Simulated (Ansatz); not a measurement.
TiN (rock salt), conventional cell a = b = c = 4.2469 Å, α = β = γ = 90.00°. The calculation uses the primitive cell of 2 atoms, to which meshes and values per cell refer.

This relaxed cell (volume V₀) is scaled evenly in all directions, its shape held. Symmetry pins the atoms to their sites.

These are PBE (plane waves to 420 eV, PAW, scalar-relativistic; Ansatz, a quantum-chemistry and plane-wave program) values and carry that method's errors. k mesh 19×19×19 (Γ-centred), Fermi-Dirac smearing 0.05 eV. Energies are smeared free energies. Compression counts positive. TiN is run without spin polarisation. TiN was relaxed with its symmetry unable to fall. The zero of ΔE is the relaxed starting cell.

What ΔE (meV/atom) and P (GPa) does the calculation give at V/V₀ = 0.840, 0.893, 0.947, 0.973, 1.107?


```csv
V/V₀,ΔE (meV/atom),P (GPa)
0.840,287,69.8
0.893,115,39.7
0.947,26,17.1
0.973,6,7.9
1.107,79,-22.6
```

(A scan under strain: stresses follow from slopes of the energy per volume, elastic moduli from its curvatures.)
